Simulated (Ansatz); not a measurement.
BP (zinc blende)

```
CELL_PARAMETERS angstrom
      0.00000     2.26010     2.26010
      2.26010     0.00000     2.26010
      2.26010     2.26010     0.00000
ATOMIC_POSITIONS crystal
  P  0.75000 0.75000 0.75000
  B  0.00000 0.00000 0.00000
```

The slice is a {110} plane (indices of the conventional cell) through the point (0.750, 0.750, 0.750) (fractional), spanned by u = [100] and v = [1 -1 -1] in vectors of this cell: u (3.20 Å) and v (4.52 Å, at 90° to u). It covers one period; positions are fractions (u, v).

Calculation: PBEsol (plane waves to 420 eV, PAW, scalar-relativistic; Ansatz, a first-principles code). k mesh 13×13×13. Near the nuclei the fields are pseudised (PAW); where an atom keeps semicore shells as valence, they peak there. BP was relaxed with its symmetry unable to fall. The PAW data are Ansatz's earlier set.

The ELF has a maximum in the middle third of the P–B line. Where, and how high?

0.95, 0.9 Å from P.

What is the valence density on the shortest P–B line in this plane (1.96 Å), at its midpoint?

0.90 e/Å³.

Predict the map of the electrostatic potential energy of an electron, from the cell's mean on the slice.


```
|xxxxxxxxxxxx    ..------------..    xxxxxxxxxx|
|xxxxxxxxxxxx                        xxxxxxxxxx|
|xxxxxxxxxx        xxxxxxxxxxxx        xxxxxxxx|
|xxxxxxxxxx      xxxxxxxxxxxxxxxx      xxxxxxxx|
|xxxxxx        xxxxxxxxxxxxxxxxxxxx        xxxx|
|              xxxxxxxxxxxxxxxxxxxx            |
|            xxxxxxxxxxxxxxxxxxxxxxxx          |
|::--------..xxxxxxxxxxxxxxxxxxxxxxxx..--------|
|******++==::xxxxxxxxxxxxxxxxxxxxxxxx::==++****|
|########++--  xxxxxxxxxxxxxxxxxxxx  --++######|
|%%%%%%##**==..xxxxxxxxxxxxxxxxxxxx..==**##%%%%|
|@@@@@@%%##++--  xxxxxxxxxxxxxxxx  --++##%%@@@@|
|@@@@@@@@%%##++--  xxxxxxxxxxxx  --++##%%@@@@@@|
|@@@@@@@@%%%%##++--::..    ..::==++##%%%%@@@@@@|
|@@@@@@@@@@%%%%##**++========++**##%%%%@@@@@@@@|
|@@@@@@@@@@@@%%%%##************##%%%%@@@@@@@@@@|
|@@@@@@@@@@@@%%%%%%############%%%%%%@@@@@@@@@@|
|@@@@@@@@@@@@@@%%%%%%########%%%%%%@@@@@@@@@@@@|
|@@@@@@@@@@@@@@%%%%%%%%%%%%%%%%%%%%@@@@@@@@@@@@|
|@@@@@@@@@@@@@@@@%%%%%%%%%%%%%%%%@@@@@@@@@@@@@@|
|%%%%%%%%@@@@@@%%%%%%%%%%%%%%%%%%%%@@@@@@%%%%%%|
|######%%%%%%%%%%%%%%%%%%%%%%%%%%%%%%%%%%%%####|
|********####%%%%%%%%%%%%%%%%%%%%%%%%####******|
|::----==++**####%%%%%%%%%%%%%%%%####**++==----|
|        ::==++**##%%%%%%%%%%%%##**++==::      |
|          ..--++####%%%%%%%%####++--..        |
|xxxxxx        --**##%%%%%%%%##**--..      xxxx|
|xxxxxxxxxx    ::==**##%%%%##**==::    xxxxxxxx|
|xxxxxxxxxx      --**##%%%%##**--      xxxxxxxx|
|xxxxxxxxxxxx    ::++########++::    xxxxxxxxxx|
|xxxxxxxxxxxx    ::++**####**++::    xxxxxxxxxx|
|xxxxxxxxxxxx    ..==++****++==..    xxxxxxxxxx|
```
Scale: ten equal steps from 2.00 (start of ' ') to 10.08 (end of '@'), in the order ' .:-=+*#%@'. Values: electrostatic potential energy of an electron, from the cell's mean, in eV. The map has 23 points along u (two characters each, u = 0 at the left) and 32 along v (v = 0 in the bottom row). Points within 0.8 Å of a nucleus are blanked (x), as the pseudised field means little there. Values under 2 eV are set to 2. The zero, the cell's mean, hangs on the PAW cores.
